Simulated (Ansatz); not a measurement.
The cell below belongs to a search over invented structures; it isn't taken from experiment.

Input and command of a plane-wave DFT calculation in Ansatz:

```yaml
crystal:
  lattice:
    - [3.638318606, -3.5262409171, 0.0052105388]
    - [3.638318606, 3.5262409171, 0.0052105388]
    - [-0.2848792921, 0.0, 5.543595385]
  atoms:
    - { symbol: B, position: [0.3856164733, 0.3856164733, 0.6772476126] }
    - { symbol: Bi, position: [0.8853334018, 0.4025892109, 0.5908276578] }
    - { symbol: Bi, position: [0.4025892109, 0.8853334018, 0.5908276578] }
    - { symbol: Bi, position: [0.388266833, 0.388266833, 0.1239174174] }
    - { symbol: Bi, position: [0.889251133, 0.889251133, 0.1309943994] }
    - { symbol: "N", position: [0.3315327923, 0.8466768292, 0.1933198034] }
    - { symbol: "N", position: [0.8466768292, 0.3315327923, 0.1933198034] }
    - { symbol: "N", position: [0.8423422062, 0.8423422062, 0.5253648109] }
basis:
  ecutwfc: 420
kpoints:
  mp_grid: { grid: [6, 6, 6] }
hamiltonian:
  xc: pbe
scf:
  occupations: { method: gaussian, width: 0.1 }
output:
  forces: true
  stress: true
  eigenvalues: true
relax:
  adjacent_minimum: "off"
  f_tol: 0.01
  max_steps: 30
  cell: { stress_tol: 0.1, fix: [volume] }
```

```bash
ansatz run input.yaml --threads 1 --pin off --max-ram 2560MiB --backend cpu --events-out ev --progress --plain --runs-dir out
```

Processor: Intel(R) Xeon(R) Platinum 8375C CPU @ 2.90GHz (Ice Lake), 1 thread, on a host shared with other jobs.

Problem. How long does it run, and how much memory does it take?

Solution. About 4.3 min, peak memory 0.63 GiB. It solves 47 bands at 68 k points (after reduction by symmetry) with about 2775 plane waves, in 53 SCF iterations over 8 ionic steps.
